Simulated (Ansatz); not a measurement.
Consider a crystal of YPbF₃ in space group P6_3/mmc (No. 194), with Y on 2d; Pb on 2a; F on 6h. The cell of YPbF₃ is invented: perovskite family, AX3 layers stacked AB (A site Y; B site Pb; X site F).

Level of theory: DFT PBE, scalar-relativistic, plane waves, PAW in Ansatz. Cutoff 420 eV, Γ-centred mesh, Gaussian smearing, no spin polarisation.

Formation energies are uncorrected and refer to the elements' standard structures at the same level (F₂ as a molecule).

Problem. Predict the relaxed structure.

Solution.

Space group P6_3/mmc (No. 194). a = 6.548 Å, b = 6.548 Å, c = 5.113 Å, α = 90.00°, β = 90.00°, γ = 120.00°
| atom | site | symmetry | x | y | z |
| --- | --- | --- | --- | --- | --- |
| Y | 2d | -6m2 | 0.3333 | 0.6667 | 0.7500 |
| Pb | 2a | -3m. | 0.0000 | 0.0000 | 0.0000 |
| F | 6h | mm2 | 0.7932 | 0.5864 | 0.7500 |

Y has 6 F at 2.93 Å and 6 F at 3.31 Å; Pb has 2 Pb at 2.56 Å and 6 F at 2.67 Å; F has 2 F at 2.49 Å, 2 Pb at 2.67 Å, 2 Y at 2.93 Å and 2 Y at 3.31 Å. Another local minimum with the same sites may exist.

Problem. And its energy and gap?

Solution. The formation energy is −1.64 eV/atom and the gap on the 6×6×8 mesh of the 10-atom cell is 0 eV (a metal). It lies below the elements, which doesn't yet make it stable against other compounds or structures.

The last run used Gaussian smearing of 0.10 eV. Spin–orbit coupling, which can matter for Pb, is left out. Symmetry constrained the relaxation, so the result can be a saddle point.
